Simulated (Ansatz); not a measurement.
MoPd:
Space group Cmcm (No. 63); a = 2.6581 Å, b = 10.6242 Å, c = 4.3521 Å, α = β = γ = 90.00°

| atom | site | symmetry | x | y | z |
|---|---|---|---|---|---|
| Mo | 4c | m2m | 0.0000 | 0.3258 | 0.2500 |
| Pd | 4c | m2m | 0.0000 | 0.0695 | 0.2500 |
(The calculation used a cell of 4 atoms; values per cell refer to that cell.)

Relaxed at zero pressure with PBE (plane waves, PAW; program Ansatz).

**Question.** The volume is lowered by 6 % and shape and atoms relax at that volume. What pressure results, and how do the axes share the change?

**Answer.** 16.2 GPa; a -1.9 %, b -2.4 %, c -1.8 %; the energy rises by 44 meV/atom.

**Question.** Give the new structure.

**Answer.** 
Space group Cmcm (No. 63); a = 2.6084 Å, b = 10.3670 Å, c = 4.2724 Å, α = 90.00°, β = 90.00°, γ = 90.00°

```json
[
 {"atom": "Mo", "site": "4c", "symmetry": "m2m", "x": "0.0000", "y": "0.3262", "z": "0.2500"},
 {"atom": "Pd", "site": "4c", "symmetry": "m2m", "x": "0.0000", "y": "0.0693", "z": "0.2500"}
]
```

The phase is kept; no other phase was compared at this pressure.

The start of the workflow was typed in or built on a structure type; neither database checked (COD, Materials Project) lists it. Its standing as an ambient phase is unchecked. The PBE relaxation kept the symmetry of its start; whether a distortion lowers the energy is not shown. No spin polarisation was allowed. Axis ratios of metals converge slowly with the k-mesh, so a and c are less sure than the volume.

Potentials: the earlier of the program's two PAW sets.
